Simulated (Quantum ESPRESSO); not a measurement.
## Band energies of RbScF$_{4}$

```xyz
12
Lattice="2.0517 -6.4683 0.0000 2.0517 6.4683 0.0000 0.0000 0.0000 8.0125" Properties=species:S:1:pos:R:3 pbc="T T T"
F      2.0517     0.0000     4.0063
F      2.0517     0.0000     0.0000
F      2.0517    -4.5274     0.3887
F      2.0517     4.5274     7.6238
F      2.0517     4.5274     4.3949
F      2.0517    -4.5274     3.6176
F      2.0517    -6.0245     6.0094
F      2.0517     6.0245     2.0031
Sc     0.0000     0.0000     4.0063
Sc     0.0000     0.0000     0.0000
Rb     2.0517    -2.9821     6.0094
Rb     2.0517     2.9821     2.0031
```

norm-conserving PBEsol (Quantum ESPRESSO, 84 Ry, without SOC); path ΓXSRAZΓYX1A1TY,ZT; energies in eV from the valence-band maximum.

```
k (1/Å)  point  band 44  band 45  band 46  band 47  band 48  band 49  band 50  band 51
-------  -----  -------  -------  -------  -------  -------  -------  -------  -------
0.00         Γ    -0.29    -0.27    -0.26    -0.21    -0.06     6.02     6.61     6.66
0.21              -0.32    -0.29    -0.26    -0.26    -0.07     6.16     6.69     6.72
0.42              -0.32    -0.30    -0.27    -0.19    -0.08     6.47     6.71     6.97
0.84         X    -0.33    -0.23    -0.21    -0.04     0.00     6.72     6.77     7.13
0.84         S    -0.30    -0.26    -0.16    -0.07    -0.02     6.72     6.79     7.13
1.23         R    -0.32    -0.25    -0.25    -0.04    -0.04     6.97     6.97     7.07
1.23         A    -0.32    -0.25    -0.25    -0.03    -0.03     6.97     6.97     7.05
1.57              -0.32    -0.22    -0.22    -0.17    -0.17     6.88     6.88     6.95
1.74              -0.33    -0.28    -0.28    -0.21    -0.21     6.65     6.65     6.90
1.91              -0.30    -0.27    -0.27    -0.21    -0.21     6.46     6.46     6.71
2.08         Z    -0.26    -0.25    -0.25    -0.23    -0.23     6.38     6.38     6.64
2.27              -0.26    -0.26    -0.25    -0.22    -0.12     6.13     6.59     6.65
2.47         Γ    -0.29    -0.27    -0.26    -0.21    -0.06     6.02     6.61     6.66
2.96         Y    -0.37    -0.37    -0.34    -0.26    -0.24     6.02     6.63     6.69
3.13              -0.35    -0.35    -0.35    -0.26    -0.25     6.11     6.70     6.70
3.47              -0.32    -0.24    -0.23    -0.07    -0.06     6.61     6.72     7.09
3.64        X1    -0.33    -0.23    -0.21    -0.04     0.00     6.72     6.77     7.13
4.04        A1    -0.32    -0.25    -0.25    -0.03    -0.03     6.97     6.97     7.05
4.17              -0.34    -0.22    -0.22    -0.06    -0.06     6.94     6.94     6.96
4.31              -0.36    -0.19    -0.19    -0.13    -0.13     6.76     6.76     6.95
4.59              -0.45    -0.32    -0.32    -0.15    -0.15     6.43     6.43     6.72
4.72         T    -0.45    -0.33    -0.33    -0.14    -0.14     6.38     6.38     6.67
4.99              -0.43    -0.34    -0.29    -0.25    -0.22     6.07     6.63     6.69
5.12         Y    -0.37    -0.37    -0.34    -0.26    -0.24     6.02     6.63     6.69
5.12         Z    -0.26    -0.25    -0.25    -0.23    -0.23     6.38     6.38     6.64
5.24              -0.33    -0.24    -0.24    -0.20    -0.20     6.38     6.38     6.65
5.36              -0.40    -0.27    -0.27    -0.17    -0.17     6.38     6.38     6.66
5.60         T    -0.45    -0.33    -0.33    -0.14    -0.14     6.38     6.38     6.67
```

The PBEsol gap is indirect, 6.02 eV, from X to Y; the smallest direct gap is 6.08 eV.

Geometry of the Materials Project entry, not relaxed at this level.

The structure is a Materials Project entry; no match was found in the copy of COD used, and its stability was not checked.

Letters of k points follow the standard setting of the lattice, whose axes may be ordered differently from the printed cell.
